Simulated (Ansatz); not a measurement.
GaIr₃C (anti-perovskite, Pm-3m) at seven volumes, DFT-PBE in the program Ansatz with PAW potentials, scaled uniformly. One row is withheld.

```csv
V (Å³/atom),P (GPa)
12.444,30.22
12.855,18.34
13.265,8.37
13.675,0.00
14.085,-7.02
14.496,-12.89
14.906,?
```

Question: Fit the shown pressures and predict the withheld one.

Answer: Third-order Birch–Murnaghan: P = (3/2)B₀(x^(7/2) − x^(5/2))[1 + (3/4)(B′ − 4)(x − 1)] with x = (V₀/V)^(2/3). Least squares on the six rows gives V₀ = 13.676 Å³/atom, B₀ = 254.9 GPa, B′ = 4.83. At V = 14.906, x = 0.9442 and P = -17.84 GPa. The run itself gave -17.79 GPa.

The start of the workflow was typed in or built on a structure type; neither database checked (COD, Materials Project) lists it. Its standing as an ambient phase is unchecked. The PBE relaxation kept the symmetry of its start; its stability against distortions is not shown here. No spin polarisation was allowed. Its formation energy is positive at this level, so the cell may be metastable or incomplete. Scalar-relativistic: spin–orbit coupling is off unless named, which matters more the heavier the elements.

Potentials: the earlier of the program's two PAW sets.
